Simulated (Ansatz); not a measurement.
**Bi2S3: field gradients at two levels of theory**

Cell: a structure deposited in the COD, ions relaxed with PBE at fixed cell.

Space group Pnma (No. 62); a = 11.2690, b = 3.9717, c = 11.1290 Å.

| site | Wyckoff | site symmetry | x | y | z |
| --- | --- | --- | --- | --- | --- |
| Bi1 | 4c | .m. | 0.0103 | 0.2500 | 0.6751 |
| Bi5 | 4c | .m. | 0.3368 | 0.2500 | 0.4680 |
| S9 | 4c | .m. | 0.0500 | 0.2500 | 0.1293 |
| S13 | 4c | .m. | 0.3774 | 0.2500 | 0.0564 |
| S17 | 4c | .m. | 0.2165 | 0.2500 | 0.8064 |

One atom of each set is listed.

First run. Computed with Ansatz: DFT, PBE, plane waves and PAW, scalar-relativistic, 420 eV cutoff, Γ-centred 3×7×3 k-points, Fermi–Dirac smearing 0.02 eV.

| site | V_zz (10²¹ V/m²) | η |
| --- | --- | --- |
| Bi1 | 6.29 | 0.89 |
| Bi5 | -17.78 | 0.10 |
| S9 | -3.93 | 0.97 |
| S13 | -8.43 | 0.10 |
| S17 | -2.37 | 0.21 |

Second run. The same atoms and settings, except that the functional is r2SCAN and the cutoff is 500 eV.

Problem. What does the second run give?

Solution. 

| site | V_zz | η | change of V_zz |
| --- | --- | --- | --- |
| Bi1 | 7.43 | 0.86 | +1.14 |
| Bi5 | -20.3 | 0.09 | -2.54 |
| S9 | 4.20 | 0.92 | – |
| S13 | -8.51 | 0.12 | -0.08 |
| S17 | -2.53 | 0.06 | -0.16 |

The largest change of V_zz along a kept axis is on Bi5, from -17.78 to -20.3. In per cent, |V_zz| changes by +14 to +18 on Bi, +1 to +7 on S (all sites that start above 0.5, bar those whose gradient vanishes or changes sign or whose main axis turns by over 40°). On S9 the largest principal value lies along another axis in the second run, so the two V_zz can't be compared directly.

Spin–orbit coupling is left out, which shifts gradients on Bi by a few per cent, and by more where contributions nearly cancel.
